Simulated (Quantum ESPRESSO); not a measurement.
## Al2ZnGeP4 (a curve over one atom's position)

Computed values, not a measurement. The program is pw.x of Quantum ESPRESSO 7.5 (plane-wave density functional theory). The cell is made up: 8 atoms on a zincblende/diamond lattice, with randomly drawn elements, strain and displacements, not relaxed. PseudoDojo standard norm-conserving files (v0.5 for PBE, v0.4.1 for LDA and PBEsol) set the functional; there is no spin polarisation, spin-orbit coupling or dispersion term, and the masses in the input are unused placeholders.

Seven runs move atom 3 (Ge, counted in the order of the input) along y and keep all else fixed.

Input of the run at +0.0120:

```
&control calculation='scf', pseudo_dir='./dojo.nc.sr.pbe.v0_5.standard.upf', outdir='./o', disk_io='low', tprnfor=.true., tstress=.true. /
&system ibrav=0, nat=8, ntyp=4, nbnd=40, ecutwfc=84.00895049, nosym=.true., tot_charge=0,
 occupations='smearing', smearing='fd', degauss=0.0073498644
/
&electrons conv_thr=7.350e-09, electron_maxstep=60, /
ATOMIC_SPECIES
Al 1.0 Al.upf
Ge 1.0 Ge.upf
P 1.0 P.upf
Zn 1.0 Zn.upf
CELL_PARAMETERS angstrom
5.4403 -0.0711 -0.0724
-0.0711 5.5918 0.0081
-0.0724 0.0081 5.5911
ATOMIC_POSITIONS angstrom
Al 0.0481 0.0699 0.0886
Zn -0.1336 2.8373 2.8145
Ge 2.728 -0.0778 2.8269
Al 2.6454 2.8012 0.0018
P 1.2872 1.3668 1.41
P 1.2017 4.1166 4.0349
P 4.0286 1.354 4.1548
P 3.9572 4.2062 1.3479
K_POINTS automatic
6 6 6 1 1 1
```

```
shift of atom 3 along y (Å)  free energy less that of the input shown (eV)  Fx on atom 3 (eV/Å)  Fy on atom 3 (eV/Å)  Fz on atom 3 (eV/Å)  pressure (GPa)  iterations
                    -0.1476                                         0.2103               -0.191                2.220               -0.348           -0.70          10
                    -0.0511                                         0.0482               -0.395                1.130               -0.448           -1.00          10
                    -0.0362                                         0.0327               -0.426                0.958               -0.466           -1.03          10
                    +0.0120                                         0.0000               -0.524                0.396               -0.529           -1.10          10
                    +0.0496                                        -0.0066               -0.601               -0.046               -0.583           -1.12          10
                    +0.0899                                         0.0048               -0.685               -0.519               -0.645           -1.11          10
```

Question: one run is left out of the table, at +0.0683. Estimate its Fy on atom 3 (eV/Å).

Answer: -0.265. The whole row:

| shift of atom 3 along y (Å) | free energy less that of the input shown (eV) | Fx on atom 3 (eV/Å) | Fy on atom 3 (eV/Å) | Fz on atom 3 (eV/Å) | pressure (GPa) | iterations |
| --- | --- | --- | --- | --- | --- | --- |
| +0.0683 | -0.0037 | -0.640 | -0.265 | -0.611 | -1.12 | 10 |

A cubic fit gives dFy/dy = -11.69 eV/Å² at zero shift. Across the table the free energy follows the integral of the force to within 0.2 meV. A rerun of one of the cells at 1437 eV and a 8 x 8 x 8 mesh moved values by no more than 0.002 eV in energy, 0.02 GPa in stress and 0.002 eV/Å in force.